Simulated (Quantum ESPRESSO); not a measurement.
# Si3AlFO7: finding a planted mistake in a log

Computed values, not a measurement. The program is pw.x of Quantum ESPRESSO 7.5 (plane-wave density functional theory). The cell is made up: 12 atoms on a rutile lattice, with randomly drawn elements, strain and displacements, not relaxed. PseudoDojo standard norm-conserving files (v0.5 for PBE, v0.4.1 for LDA and PBEsol) set the functional; there is no spin polarisation, spin-orbit coupling or dispersion term, and the masses in the input are unused placeholders.

Intended input:

```
&control calculation='scf', pseudo_dir='./dojo.nc.sr.pbe.v0_5.standard.upf', outdir='./o', disk_io='low', tprnfor=.true., tstress=.true. /
&system ibrav=0, nat=12, ntyp=4, nbnd=38, ecutwfc=84.00895049, nosym=.true., tot_charge=0,
 occupations='smearing', smearing='fd', degauss=0.0018374661
/
&electrons conv_thr=7.350e-09, electron_maxstep=60, /
ATOMIC_SPECIES
Al 1.0 Al.upf
F 1.0 F.upf
O 1.0 O.upf
Si 1.0 Si.upf
CELL_PARAMETERS angstrom
4.4237 0.0 0.0
0.0 4.4237 0.0
0.0 0.0 5.6884
ATOMIC_POSITIONS angstrom
Si 0.1132 -0.0261 -0.07
Al 2.1827 2.1523 1.4296
Si -0.1546 0.1628 2.7932
Si 2.2005 2.1957 4.2663
F 1.3617 1.3121 -0.0079
O 3.029 3.1983 -0.0877
O 3.5572 0.8864 1.4248
O 0.8399 3.4646 1.5179
O 1.2769 1.2117 2.7961
O 3.0991 3.0415 2.937
O 3.5351 0.8573 4.2209
O 0.8727 3.4693 4.2065
K_POINTS automatic
5 5 4 1 1 1
```

The log is shortened where brackets say so; the opening notice, blank lines, dates and the lines on written files are dropped, and the path of the files is cut. It prints rydbergs, bohrs and kilobars, and counts compression as positive stress. Where no state is partly filled, the Fermi energy that it prints is only some level between the filled and the empty states on the mesh, and need not lie in the true gap.

Log of the intended run:

```
     Program PWSCF v.7.5
     Parallel version (MPI & OpenMP), running on       4 processor cores
     Number of MPI processes:                 4
     Threads/MPI process:                     1
     [start-up lines left out]
     bravais-lattice index     =            0
     lattice parameter (alat)  =       8.3596  a.u.
     unit-cell volume          =     751.2043 (a.u.)^3
     number of atoms/cell      =           12
     number of atomic types    =            4
     number of electrons       =        64.00
     number of Kohn-Sham states=           38
     kinetic-energy cutoff     =      84.0090  Ry
     charge density cutoff     =     336.0358  Ry
     scf convergence threshold =      7.3E-09
     mixing beta               =       0.7000
     number of iterations used =            8  plain     mixing
     Exchange-correlation= PBE
                           (   1   4   3   4   0   0   0)
     [axes and pseudopotential details left out]
   Cartesian axes
     site n.     atom                  positions (alat units)
         1        Si     tau(   1) = (   0.0255894  -0.0059000  -0.0158239  )
         2        Al     tau(   2) = (   0.4934105   0.4865384   0.3231684  )
         3        Si     tau(   3) = (  -0.0349481   0.0368018   0.6314171  )
         4        Si     tau(   4) = (   0.4974343   0.4963492   0.9644189  )
         5        F      tau(   5) = (   0.3078192   0.2966069  -0.0017858  )
         6        O      tau(   6) = (   0.6847209   0.7229921  -0.0198250  )
         7        O      tau(   7) = (   0.8041232   0.2003753   0.3220833  )
         8        O      tau(   8) = (   0.1898637   0.7831905   0.3431291  )
         9        O      tau(   9) = (   0.2886498   0.2739110   0.6320727  )
        10        O      tau(  10) = (   0.7005674   0.6875466   0.6639239  )
        11        O      tau(  11) = (   0.7991274   0.1937970   0.9541560  )
        12        O      tau(  12) = (   0.1972783   0.7842530   0.9509008  )
     number of k points=    50  Fermi-Dirac smearing, width (Ry)=  0.0018
                       cart. coord. in units 2pi/alat
        k(    1) = (   0.1000000   0.1000000   0.0972088), wk =   0.0400000
        k(    2) = (   0.1000000   0.1000000   0.2916264), wk =   0.0400000
     [further k points left out]
     Dense  grid:    78235 G-vectors     FFT dimensions: (  50,  50,  64)
     Estimated max dynamical RAM per process >     185.11 MB
     Estimated total dynamical RAM >     683.15 MB
     Initial potential from superposition of free atoms
     starting charge      63.9957, renormalised to      64.0000
     Starting wfcs are   48 randomized atomic wfcs
     total cpu time spent up to now is        3.1 secs
     per-process dynamical memory:   141.9 Mb
     Self-consistent Calculation
     iteration #  1     ecut=    84.01 Ry     beta= 0.70
     Davidson diagonalization with overlap
     ethr =  1.00E-02,  avg # of iterations =  2.1
     total cpu time spent up to now is        8.6 secs
     total energy              =    -310.50237161 Ry
     estimated scf accuracy    <       2.64625250 Ry
     iteration #  2     ecut=    84.01 Ry     beta= 0.70
     Davidson diagonalization with overlap
     ethr =  4.13E-03,  avg # of iterations =  2.5
     total cpu time spent up to now is       14.2 secs
     total energy              =    -311.14452577 Ry
     estimated scf accuracy    <       2.54732497 Ry
     [iterations 3 to 11 left out]
     iteration # 12     ecut=    84.01 Ry     beta= 0.70
     Davidson diagonalization with overlap
     ethr =  3.99E-11,  avg # of iterations =  2.3
     total cpu time spent up to now is       67.2 secs
     total energy              =    -311.65816051 Ry
     estimated scf accuracy    <       0.00000001 Ry
     iteration # 13     ecut=    84.01 Ry     beta= 0.70
     Davidson diagonalization with overlap
     ethr =  2.06E-11,  avg # of iterations =  2.0
     total cpu time spent up to now is       71.8 secs
     End of self-consistent calculation
     [lines on levels left out]
     the Fermi energy is     8.9197 ev
!    total energy              =    -311.65816051 Ry
     estimated scf accuracy    <          9.3E-10 Ry
     smearing contrib. (-TS)   =      -0.00000000 Ry
     internal energy E=F+TS    =    -311.65816051 Ry
     The total energy is F=E-TS. E is the sum of the following terms:
     one-electron contribution =     -60.56527526 Ry
     hartree contribution      =      74.89864428 Ry
     xc contribution           =     -81.76920936 Ry
     ewald contribution        =    -244.22232018 Ry
     convergence has been achieved in  13 iterations
     Forces acting on atoms (cartesian axes, Ry/au):
     atom    1 type  4   force =    -0.13664089   -0.18500751    0.04303281
     atom    2 type  1   force =     0.06302222    0.11443546    0.10195003
     atom    3 type  4   force =     0.05672710   -0.13334310   -0.01937696
     atom    4 type  4   force =     0.10094089    0.16022544   -0.15241463
     atom    5 type  2   force =    -0.01118826   -0.01496861   -0.03284995
     atom    6 type  3   force =    -0.03299323   -0.09350701    0.00789380
     atom    7 type  3   force =     0.03657703   -0.03538587   -0.07001478
     atom    8 type  3   force =    -0.06703536    0.10011438   -0.10702718
     atom    9 type  3   force =     0.02773876    0.03756336    0.07954177
     atom   10 type  3   force =    -0.03518320   -0.00958192   -0.01126957
     atom   11 type  3   force =     0.02542036    0.00821118    0.06533895
     atom   12 type  3   force =    -0.02738542    0.05124420    0.09519571
     Total force =     0.484611     Total SCF correction =     0.000018
     Computing stress (Cartesian axis) and pressure
          total   stress  (Ry/bohr**3)                   (kbar)     P=     -207.23
  -0.00130263   0.00011642   0.00003140         -191.62       17.13        4.62
   0.00011642  -0.00158484  -0.00014597           17.13     -233.14      -21.47
   0.00003140  -0.00014597  -0.00133867            4.62      -21.47     -196.93
     init_run     :      2.89s CPU      3.05s WALL (       1 calls)
     electrons    :     68.40s CPU     68.68s WALL (       1 calls)
     forces       :      1.22s CPU      1.23s WALL (       1 calls)
     stress       :      4.20s CPU      4.20s WALL (       1 calls)
     [timing details left out]
     PWSCF        :   1m16.82s CPU   1m17.32s WALL
     JOB DONE.
```

A second run was made from an input with one planted mistake. Its log:

```
     Program PWSCF v.7.5
     Parallel version (MPI & OpenMP), running on       4 processor cores
     Number of MPI processes:                 4
     Threads/MPI process:                     1
     [start-up lines left out]
     bravais-lattice index     =            0
     lattice parameter (alat)  =       8.3596  a.u.
     unit-cell volume          =     751.2043 (a.u.)^3
     number of atoms/cell      =           12
     number of atomic types    =            4
     number of electrons       =        64.00
     number of Kohn-Sham states=           38
     kinetic-energy cutoff     =      84.0090  Ry
     charge density cutoff     =     336.0358  Ry
     scf convergence threshold =      7.3E-09
     mixing beta               =       0.7000
     number of iterations used =            8  plain     mixing
     Exchange-correlation= PBE
                           (   1   4   3   4   0   0   0)
     [axes and pseudopotential details left out]
   Cartesian axes
     site n.     atom                  positions (alat units)
         1        Si     tau(   1) = (   0.0255894  -0.0059000  -0.0158239  )
         2        Al     tau(   2) = (   0.4934105   0.4865384   0.3231684  )
         3        Si     tau(   3) = (  -0.0349481   0.0368018   0.6314171  )
         4        Si     tau(   4) = (   0.4974343   0.4963492   0.9644189  )
         5        O      tau(   5) = (   0.3078192   0.2966069  -0.0017858  )
         6        O      tau(   6) = (   0.6847209   0.7229921  -0.0198250  )
         7        O      tau(   7) = (   0.8041232   0.2003753   0.3220833  )
         8        O      tau(   8) = (   0.1898637   0.7831905   0.3431291  )
         9        O      tau(   9) = (   0.2886498   0.2739110   0.6320727  )
        10        O      tau(  10) = (   0.7005674   0.6875466   0.6639239  )
        11        F      tau(  11) = (   0.7991274   0.1937970   0.9541560  )
        12        O      tau(  12) = (   0.1972783   0.7842530   0.9509008  )
     number of k points=    50  Fermi-Dirac smearing, width (Ry)=  0.0018
                       cart. coord. in units 2pi/alat
        k(    1) = (   0.1000000   0.1000000   0.0972088), wk =   0.0400000
        k(    2) = (   0.1000000   0.1000000   0.2916264), wk =   0.0400000
     [further k points left out]
     Dense  grid:    78235 G-vectors     FFT dimensions: (  50,  50,  64)
     Estimated max dynamical RAM per process >     185.11 MB
     Estimated total dynamical RAM >     683.15 MB
     Initial potential from superposition of free atoms
     starting charge      63.9957, renormalised to      64.0000
     Starting wfcs are   48 randomized atomic wfcs
     total cpu time spent up to now is        3.2 secs
     per-process dynamical memory:   141.9 Mb
     Self-consistent Calculation
     iteration #  1     ecut=    84.01 Ry     beta= 0.70
     Davidson diagonalization with overlap
     ethr =  1.00E-02,  avg # of iterations =  2.1
     total cpu time spent up to now is        8.8 secs
     total energy              =    -310.42718843 Ry
     estimated scf accuracy    <       2.73924804 Ry
     iteration #  2     ecut=    84.01 Ry     beta= 0.70
     Davidson diagonalization with overlap
     ethr =  4.28E-03,  avg # of iterations =  2.5
     total cpu time spent up to now is       14.6 secs
     total energy              =    -311.07220355 Ry
     estimated scf accuracy    <       2.75599790 Ry
     [iterations 3 to 10 left out]
     iteration # 11     ecut=    84.01 Ry     beta= 0.70
     Davidson diagonalization with overlap
     ethr =  5.96E-10,  avg # of iterations =  2.0
     total cpu time spent up to now is       63.3 secs
     total energy              =    -311.63386073 Ry
     estimated scf accuracy    <       0.00000002 Ry
     iteration # 12     ecut=    84.01 Ry     beta= 0.70
     Davidson diagonalization with overlap
     ethr =  3.67E-11,  avg # of iterations =  2.0
     total cpu time spent up to now is       68.3 secs
     End of self-consistent calculation
     [lines on levels left out]
     the Fermi energy is     9.0148 ev
!    total energy              =    -311.63386073 Ry
     estimated scf accuracy    <          4.3E-09 Ry
     smearing contrib. (-TS)   =      -0.00000000 Ry
     internal energy E=F+TS    =    -311.63386073 Ry
     The total energy is F=E-TS. E is the sum of the following terms:
     one-electron contribution =     -61.23273151 Ry
     hartree contribution      =      75.15709167 Ry
     xc contribution           =     -81.75969991 Ry
     ewald contribution        =    -243.79852099 Ry
     convergence has been achieved in  12 iterations
     Forces acting on atoms (cartesian axes, Ry/au):
     atom    1 type  4   force =     0.07293505   -0.16091200    0.16924098
     atom    2 type  1   force =    -0.00528813    0.07169126    0.01509257
     atom    3 type  4   force =     0.16163790   -0.20207412   -0.15501346
     atom    4 type  4   force =    -0.10399678    0.17495933   -0.01106102
     atom    5 type  3   force =    -0.01587714   -0.02590999   -0.10472102
     atom    6 type  3   force =     0.01581871   -0.04988518   -0.02644895
     atom    7 type  3   force =     0.02475872   -0.03470141   -0.02219788
     atom    8 type  3   force =    -0.08211187    0.10416365   -0.07521091
     atom    9 type  3   force =     0.02686120    0.03742855    0.10980853
     atom   10 type  3   force =    -0.02724302   -0.01283198    0.02201934
     atom   11 type  2   force =     0.00583491    0.00747299    0.01991983
     atom   12 type  3   force =    -0.07332954    0.09059889    0.05857200
     Total force =     0.521297     Total SCF correction =     0.000072
     Computing stress (Cartesian axis) and pressure
          total   stress  (Ry/bohr**3)                   (kbar)     P=     -202.23
  -0.00128970  -0.00088625   0.00018418         -189.72     -130.37       27.09
  -0.00088625  -0.00167437  -0.00005013         -130.37     -246.31       -7.37
   0.00018418  -0.00005013  -0.00116021           27.09       -7.37     -170.67
     init_run     :      2.92s CPU      3.07s WALL (       1 calls)
     electrons    :     64.68s CPU     65.10s WALL (       1 calls)
     forces       :      1.23s CPU      1.23s WALL (       1 calls)
     stress       :      4.08s CPU      4.09s WALL (       1 calls)
     [timing details left out]
     PWSCF        :   1m13.08s CPU   1m13.70s WALL
     JOB DONE.
```

Question: what was wrong in the second input?

Answer: two atoms have their elements exchanged. The input lines that differ, file-writing options aside:

```
- F 1.3617 1.3121 -0.0079
+ O 1.3617 1.3121 -0.0079
- O 3.5351 0.8573 4.2209
+ F 3.5351 0.8573 4.2209
```

|  | intended run | run with the mistake |
| --- | --- | --- |
| free energy (eV) | -4240.325 | -4239.995 |
| smearing term -TS (eV) | 0.0000 | 0.0000 |
| pressure (GPa) | -20.72 | -20.22 |
| largest force component (eV/Å) | 4.757 | 5.196 |
| largest change of a force component (eV/Å) |  | 5.388 |
| iterations | 13 | 12 |

For scale, a rerun of the intended cell at a cutoff of 1437 eV and k mesh 7 x 7 x 6 moved values by no more than 0.003 eV in energy, 0.04 GPa in stress and 0.002 eV/Å in force.